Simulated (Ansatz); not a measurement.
A geometry of Ga$_{2}$Cu away from equilibrium: step 2 of the relaxation of a relaxed Ga2Cu cell, doubled along one cell vector, shaken by Gaussian noise of σ = 0.08 Å a coordinate. All values below come from PBE (plane waves to 420 eV, PAW, scalar-relativistic; Ansatz, an electronic-structure program). Γ-centred k-mesh 10×10×7 on the run's cell (coarser than for final values), Fermi–Dirac smearing 0.05 eV.

```
CELL_PARAMETERS angstrom
     -1.69665     1.83913     3.70810
      1.72330    -1.86150     3.73157
      3.38610     3.71634    -7.43856
ATOMIC_POSITIONS crystal
  Cu 0.02146 0.00015 0.00317
  Cu 0.01891 0.03619 0.52306
  Ga 0.68670 0.71962 0.03061
  Ga 0.66713 0.67973 0.50320
  Ga 0.32974 0.33088 0.99335
  Ga 0.36647 0.35827 0.52398
```

Problem. What forces act on the atoms (eV/Å)?

Solution. 
| atom | Fx | Fy | Fz |
|---|---|---|---|
| Cu1 | 0.11 | -0.02 | -0.16 |
| Cu2 | -0.07 | -0.06 | 0.02 |
| Ga3 | -0.10 | 0.15 | 0.03 |
| Ga4 | -0.11 | -0.06 | 0.14 |
| Ga5 | 0.12 | 0.06 | 0.11 |
| Ga6 | 0.04 | -0.08 | -0.15 |

Problem. What is the pressure?

Solution. +0.7 GPa, compression positive.

Problem. How far above the relaxed end point is this geometry?

Solution. 0.02 eV/atom; the path ends in Cmce (No. 64).

No spin polarisation in the result.

The end of the path is a generated cell of Ga2Cu: the first start was made by placing the elements on the sites of a structure type, and the end was not matched to a known phase here, so it may be hypothetical.
